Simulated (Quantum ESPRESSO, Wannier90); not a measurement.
# Wannier functions of Ag (bcc (W type), model phase)

Cell from Materials Project (mp-2646971), symmetrised, no further relaxation. This isn't the element's usual structure (fcc); take it as a model of another phase. Method: PBEsol plane waves in Quantum ESPRESSO 7.5 (PseudoDojo norm-conserving files, 66 Ry, no spin polarisation, no spin-orbit coupling), Bloch states on a 10×10×10 mesh through Γ, Wannier90 4.0.1. Density: 18×18×18 mesh, cold smearing 0.01 Ry.

Input w.win:

```
num_bands = 17
num_wann = 9
exclude_bands = 1-4
num_iter = 0
conv_tol = 1.0e-6
conv_window = 4
dis_num_iter = 1000
dis_conv_tol = 1.0e-6
dis_froz_max = 17.37
write_hr = true
write_u_matrices = true
begin projections
Ag: s;p;d
end projections
begin unit_cell_cart
ang
   -1.6556550000    1.6556550000    1.6556550000
    1.6556550000   -1.6556550000    1.6556550000
    1.6556550000    1.6556550000   -1.6556550000
end unit_cell_cart
begin atoms_frac
Ag   0.0000000000  0.0000000000  0.0000000000
end atoms_frac
mp_grid = 10 10 10
begin kpoints
0.0000000000 0.0000000000 0.0000000000
0.0000000000 0.0000000000 0.1000000000
0.0000000000 0.0000000000 0.2000000000
... (997 more lines: the 10x10x10 mesh through Gamma)
end kpoints
```

On the energy scale of pw.x, whose zero is arbitrary, the Fermi level lies at 15.87 eV. Lines of w_hr.dat (R1 R2 R3 m n Re Im, eV) for R = 0 and one of the shortest lattice vectors, rounded to 0.01 eV, lines under 0.02 eV left out; orbitals in order: Ag1 s, Ag1 pz, Ag1 px, Ag1 py, Ag1 dz2, Ag1 dxz, Ag1 dyz, Ag1 dx2-y2, Ag1 dxy.

```
    0    0    0    1    1    20.20     0.00
    0    0    0    2    2    27.06     0.00
    0    0    0    3    3    27.05     0.00
    0    0    0    4    4    27.05     0.00
    0    0    0    5    5    11.81     0.00
    0    0    0    6    6    11.75     0.00
    0    0    0    7    7    11.75     0.00
    0    0    0    8    8    11.81     0.00
    0    0    0    9    9    11.75     0.00
   -1   -1   -1    1    1    -1.02     0.00
   -1   -1   -1    2    1     1.14     0.00
   -1   -1   -1    3    1     1.14     0.00
   -1   -1   -1    4    1     1.14     0.00
   -1   -1   -1    6    1    -0.25     0.00
   -1   -1   -1    7    1    -0.25     0.00
   -1   -1   -1    9    1    -0.25     0.00
   -1   -1   -1    1    2    -1.14     0.00
   -1   -1   -1    2    2     0.76     0.00
   -1   -1   -1    3    2     1.17     0.00
   -1   -1   -1    4    2     1.17     0.00
   -1   -1   -1    5    2     0.15     0.00
   -1   -1   -1    6    2    -0.14     0.00
   -1   -1   -1    7    2    -0.14     0.00
   -1   -1   -1    9    2    -0.25     0.00
   -1   -1   -1    1    3    -1.14     0.00
   -1   -1   -1    2    3     1.17     0.00
   -1   -1   -1    3    3     0.76     0.00
   -1   -1   -1    4    3     1.17     0.00
   -1   -1   -1    5    3    -0.07     0.00
   -1   -1   -1    6    3    -0.14     0.00
   -1   -1   -1    7    3    -0.25     0.00
   -1   -1   -1    8    3     0.13     0.00
   -1   -1   -1    9    3    -0.14     0.00
   -1   -1   -1    1    4    -1.14     0.00
   -1   -1   -1    2    4     1.17     0.00
   -1   -1   -1    3    4     1.17     0.00
   -1   -1   -1    4    4     0.76     0.00
   -1   -1   -1    5    4    -0.07     0.00
   -1   -1   -1    6    4    -0.25     0.00
   -1   -1   -1    7    4    -0.14     0.00
   -1   -1   -1    8    4    -0.13     0.00
   -1   -1   -1    9    4    -0.14     0.00
   -1   -1   -1    2    5    -0.15     0.00
   -1   -1   -1    3    5     0.07     0.00
   -1   -1   -1    4    5     0.07     0.00
   -1   -1   -1    5    5     0.17     0.00
   -1   -1   -1    6    5     0.06     0.00
   -1   -1   -1    7    5     0.06     0.00
   -1   -1   -1    9    5    -0.13     0.00
   -1   -1   -1    1    6    -0.25     0.00
   -1   -1   -1    2    6     0.14     0.00
   -1   -1   -1    3    6     0.14     0.00
   -1   -1   -1    4    6     0.25     0.00
   -1   -1   -1    5    6     0.06     0.00
   -1   -1   -1    6    6    -0.12     0.00
   -1   -1   -1    7    6    -0.18     0.00
   -1   -1   -1    8    6     0.11     0.00
   -1   -1   -1    9    6    -0.18     0.00
   -1   -1   -1    1    7    -0.25     0.00
   -1   -1   -1    2    7     0.14     0.00
   -1   -1   -1    3    7     0.25     0.00
   -1   -1   -1    4    7     0.14     0.00
   -1   -1   -1    5    7     0.06     0.00
   -1   -1   -1    6    7    -0.18     0.00
   -1   -1   -1    7    7    -0.12     0.00
   -1   -1   -1    8    7    -0.11     0.00
   -1   -1   -1    9    7    -0.18     0.00
   -1   -1   -1    3    8    -0.13     0.00
   -1   -1   -1    4    8     0.13     0.00
   -1   -1   -1    6    8     0.11     0.00
   -1   -1   -1    7    8    -0.11     0.00
   -1   -1   -1    8    8     0.17     0.00
   -1   -1   -1    1    9    -0.25     0.00
   -1   -1   -1    2    9     0.25     0.00
   -1   -1   -1    3    9     0.14     0.00
   -1   -1   -1    4    9     0.14     0.00
   -1   -1   -1    5    9    -0.13     0.00
   -1   -1   -1    6    9    -0.18     0.00
   -1   -1   -1    7    9    -0.18     0.00
   -1   -1   -1    9    9    -0.12     0.00
```
